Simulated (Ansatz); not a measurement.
Total density of states per atom from PBEsol (plane waves, PAW; program Ansatz), in 0.25 eV bins, energy from the valence-band maximum:

(E (eV), states/eV/atom): (-7.85, 0.35); (-7.60, 0.02); (-7.35, 0.00); (-7.10, 0.00); (-6.85, 0.07); (-6.60, 0.41); (-6.35, 0.62); (-6.10, 0.47); (-5.85, 0.30); (-5.60, 0.20); (-5.35, 0.77); (-5.10, 0.73); (-4.85, 0.46); (-4.60, 1.13); (-4.35, 0.83); (-4.10, 0.86); (-3.85, 1.31); (-3.60, 1.16); (-3.35, 1.09); (-3.10, 0.94); (-2.85, 0.84); (-2.60, 0.65); (-2.35, 0.98); (-2.10, 0.76); (-1.85, 0.81); (-1.60, 0.76); (-1.35, 0.88); (-1.10, 0.74); (-0.85, 0.69); (-0.60, 0.69); (-0.35, 0.51); (-0.10, 0.35); (0.15, 0.11); (0.40, 0.71); (0.65, 0.78); (0.90, 0.39); (1.15, 0.04); (1.40, 0.10); (1.65, 0.35); (1.90, 0.58); (2.15, 0.30); (2.40, 0.21); (2.65, 0.30); (2.90, 0.52); (3.15, 0.59); (3.40, 0.74); (3.65, 0.27); (3.90, 0.43); (4.15, 0.64); (4.40, 0.53); (4.65, 0.60); (4.90, 0.56)

### Question
Pick the material that matches.
(A) SiO2, P3_121 (Si on 3a, O on 6c)
(B) SiO2, P4_12_12 (Si on 4a, O on 8b)
(C) SiCO4, I-4 (Si on 2a, C on 2c, O on 8g)
(D) SiRu, P2_13 (Si on 4a, Ru on 4a)

### Answer
D, SiRu, P2_13 (Si on 4a, Ru on 4a). Top 1 eV of the valence band: Ru 4d 82 %, Si 3p 11 %. Bottom 1 eV of the conduction band: Ru 4d 80 %, Si 3p 14 %. Projections are on Löwdin-orthogonalised atomic valence shells; empty p or d shells of many metals are not among them.

The cell was relaxed with PBEsol under the symmetry of its start. No spin polarisation was allowed. Scalar-relativistic: spin–orbit coupling is off unless named, which matters more the heavier the elements.

Potentials: the earlier of the program's two PAW sets. The files were generated under PBE; for other functionals the program regenerates the frozen cores, and for LDA and PBEsol the local potential too.
